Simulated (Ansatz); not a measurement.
Pd (fcc, Cu type)

```
CELL_PARAMETERS angstrom
      0.00000     1.95572     1.95572
      1.95572     0.00000     1.95572
      1.95572     1.95572     0.00000
ATOMIC_POSITIONS crystal
  Pd 0.00000 0.00000 0.00000
```

E(V) scan at fixed shape, V₀ the volume above. Symmetry pins the atoms to their sites.

Calculation: r2SCAN (plane waves to 500 eV, PAW, scalar-relativistic; Ansatz, a program for electronic structure). k mesh 20×20×20 (Γ-centred), Fermi-Dirac smearing 0.05 eV. Stress and pressure are positive under compression. Pd is run without spin polarisation. Pd was relaxed with its symmetry unable to fall. The PAW data are Ansatz's earlier set.

At one point of the scan the stress tensor (GPa) is:

```
   25.9      0.0      0.0
    0.0     25.9      0.0
    0.0      0.0     25.9
```

Problem. Which point is it?
A) V/V₀ = 0.975
B) V/V₀ = 0.950
C) V/V₀ = 0.925
D) V/V₀ = 0.900

Solution. D, V/V₀ = 0.900

(Under strain, the slope of the energy per volume gives the stress and its curvature an elastic modulus.)
